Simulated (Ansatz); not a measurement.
Zr₃Ag, DFT, LDA, all-electron LAPW, scalar-relativistic (Ansatz 0.2.0), run on 1 thread of Intel(R) Xeon(R) 6975P-C (Granite Rapids) on a shared host.

The cell comes from COD entry 1509571, which wasn't checked; take it as a given geometry. The listed cell was then made from it by scaling, straining or moving an atom.

Command: `ansatz run input.yaml --threads 1 --pin off --max-ram 4096MiB --backend cpu --events-out ev --progress --plain --runs-dir out`

```yaml
crystal:
  lattice:
    - [4.566, 0.0, 0.0]
    - [0.0, 4.566, 0.0]
    - [0.0, 0.0, 4.02586]
  atoms:
    - { symbol: Zr, position: [0.5, 0.5, 0.0] }
    - { symbol: Zr, position: [0.0, 0.5, 0.5] }
    - { symbol: Zr, position: [0.5, 0.0, 0.5] }
    - { symbol: Ag, position: [0.0, 0.0, 0.0] }
kpoints:
  mp_grid: { grid: [7, 7, 8] }
  band_path:
    path:
      - [0.0, 0.0, 0.0]
      - [0.0, 0.5, 0.0]
      - [0.5, 0.5, 0.0]
      - [0.0, 0.0, 0.0]
      - [0.0, 0.0, 0.5]
      - [0.0, 0.5, 0.5]
      - [0.5, 0.5, 0.5]
      - [0.0, 0.0, 0.5]
      - [0.0, 0.5, 0.0]
    npoints: 5
scf:
  occupations: { method: fermi_dirac, width: 0.05 }
hamiltonian:
  xc: lda
  pseudopotentials: { kind: all_electron, lapw: { basis_error: 0.001 } }
output:
  forces: true
  stress: true
  eigenvalues: true
```

Problem. How large is the problem that the program sets up?

Solution. 50 irreducible k-points, 545 plane waves at Γ, 62 bands.

Problem. Estimate the wall time and the peak memory.

Solution. 46 s of wall time for 12 SCF iterations, with a peak of 0.64 GiB. Times on shared machines scatter by tens of per cent.
